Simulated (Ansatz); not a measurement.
Values for one crystal, relaxed and computed with DFT-r²SCAN in the program Ansatz with PAW potentials; other levels are named.

- Volume per atom = 18.63 Å³
- Electronic character = metallic (no gap)
- Density of states at the Fermi level = 1.0 states/eV per atom (mean over ±0.08 eV)
- Elastic constants (relaxed ions, GPa) = C11 = 390, C12 = 54.9, C44 = -16.9
- Mechanical stability = unstable (C has a negative eigenvalue)
- Pressure derivative B′ = 4.9
- Gap with spin–orbit coupling = none (metallic)

**Question.** Which compound is it?
(A) AgW, rock salt
(B) AlAg, Cmcm (Ag on 4c, Al on 4c)
(C) ReW, CsCl type
(D) ReW, L1₀ or tetragonal B2

**Answer.** A, AgW, rock salt

Space group Fm-3m (rock salt). The start of the workflow was typed in or built on a structure type; neither database checked (COD, Materials Project) lists it. Its standing as an ambient phase is unchecked. The cell was relaxed with r²SCAN under the symmetry of its start. The run is not spin-polarised. Its formation energy is positive at this level, so the cell may be metastable or incomplete. As this level gives no gap, shear constants depend on the k-mesh and smearing (Fermi–Dirac, 0.1 eV here). Scalar-relativistic: spin–orbit coupling is off unless named, which matters more the heavier the elements.

Potentials: the earlier of the program's two PAW sets.
